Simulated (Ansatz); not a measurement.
Total density of states per atom from the program Ansatz at the r²SCAN level (PAW), in 0.25 eV bins, energy from the valence-band maximum:

```json
[
 {"E (eV)": "-7.04", "states/eV/atom": "0.00"},
 {"E (eV)": "-6.79", "states/eV/atom": "0.19"},
 {"E (eV)": "-6.54", "states/eV/atom": "0.42"},
 {"E (eV)": "-6.29", "states/eV/atom": "0.73"},
 {"E (eV)": "-6.04", "states/eV/atom": "0.71"},
 {"E (eV)": "-5.79", "states/eV/atom": "0.69"},
 {"E (eV)": "-5.54", "states/eV/atom": "0.70"},
 {"E (eV)": "-5.29", "states/eV/atom": "0.65"},
 {"E (eV)": "-5.04", "states/eV/atom": "0.66"},
 {"E (eV)": "-4.79", "states/eV/atom": "0.68"},
 {"E (eV)": "-4.54", "states/eV/atom": "0.70"},
 {"E (eV)": "-4.29", "states/eV/atom": "0.66"},
 {"E (eV)": "-4.04", "states/eV/atom": "0.70"},
 {"E (eV)": "-3.79", "states/eV/atom": "0.63"},
 {"E (eV)": "-3.54", "states/eV/atom": "0.61"},
 {"E (eV)": "-3.29", "states/eV/atom": "0.73"},
 {"E (eV)": "-3.04", "states/eV/atom": "0.86"},
 {"E (eV)": "-2.79", "states/eV/atom": "0.96"},
 {"E (eV)": "-2.54", "states/eV/atom": "1.02"},
 {"E (eV)": "-2.29", "states/eV/atom": "1.19"},
 {"E (eV)": "-2.04", "states/eV/atom": "1.02"},
 {"E (eV)": "-1.79", "states/eV/atom": "0.51"},
 {"E (eV)": "-1.54", "states/eV/atom": "0.19"},
 {"E (eV)": "-1.29", "states/eV/atom": "0.08"},
 {"E (eV)": "-1.04", "states/eV/atom": "0.04"},
 {"E (eV)": "-0.79", "states/eV/atom": "0.24"},
 {"E (eV)": "-0.54", "states/eV/atom": "0.00"},
 {"E (eV)": "-0.29", "states/eV/atom": "0.05"},
 {"E (eV)": "-0.04", "states/eV/atom": "0.22"},
 {"E (eV)": "0.21", "states/eV/atom": "0.00"},
 {"E (eV)": "0.46", "states/eV/atom": "0.00"},
 {"E (eV)": "0.71", "states/eV/atom": "0.00"},
 {"E (eV)": "0.96", "states/eV/atom": "0.00"},
 {"E (eV)": "1.21", "states/eV/atom": "0.00"},
 {"E (eV)": "1.46", "states/eV/atom": "0.06"},
 {"E (eV)": "1.71", "states/eV/atom": "0.07"},
 {"E (eV)": "1.96", "states/eV/atom": "0.18"},
 {"E (eV)": "2.21", "states/eV/atom": "0.41"},
 {"E (eV)": "2.46", "states/eV/atom": "0.54"},
 {"E (eV)": "2.71", "states/eV/atom": "0.53"},
 {"E (eV)": "2.96", "states/eV/atom": "0.50"},
 {"E (eV)": "3.21", "states/eV/atom": "0.71"},
 {"E (eV)": "3.46", "states/eV/atom": "0.71"},
 {"E (eV)": "3.71", "states/eV/atom": "0.77"},
 {"E (eV)": "3.96", "states/eV/atom": "0.57"},
 {"E (eV)": "4.21", "states/eV/atom": "0.33"},
 {"E (eV)": "4.46", "states/eV/atom": "0.00"},
 {"E (eV)": "4.71", "states/eV/atom": "0.00"},
 {"E (eV)": "4.96", "states/eV/atom": "0.00"},
 {"E (eV)": "5.21", "states/eV/atom": "0.00"},
 {"E (eV)": "5.46", "states/eV/atom": "0.00"},
 {"E (eV)": "5.71", "states/eV/atom": "0.01"},
 {"E (eV)": "5.96", "states/eV/atom": "0.06"},
 {"E (eV)": "6.21", "states/eV/atom": "0.34"}
]
```

Task: Pick the material that matches.
(A) LiPb, CsCl type
(B) CoLi4Nb6O18, P3 (Pearson symbol hP29)
(C) InHO2, Pnnm (In on 2a, H on 2c, O on 4g)
(D) NbP2, C2/m (Nb on 4i, P on 4i, P on 4i)

Result: B, CoLi4Nb6O18, P3 (Pearson symbol hP29). Top 1 eV of the valence band: Co 3d 64 %, O 2p 31 %. Bottom 1 eV of the conduction band: Nb 4d 69 %, O 2p 14 %, Co 3d 13 %. Projections are on Löwdin-orthogonalised atomic valence shells; empty p or d shells of many metals are not among them.

The start of the workflow was typed in or built on a structure type; neither database checked (COD, Materials Project) lists it. Its standing as an ambient phase is unchecked. Symmetry was held in the r²SCAN relaxation; its stability against distortions is not shown here. Spin order of the final state: ferromagnetic, the only order run, not a proven ground state. Other orbital occupations within this spin state were not tried. No Hubbard U is applied. Scalar-relativistic: spin–orbit coupling is off unless named, which matters more the heavier the elements.

Potentials: the later of the program's two PAW sets.
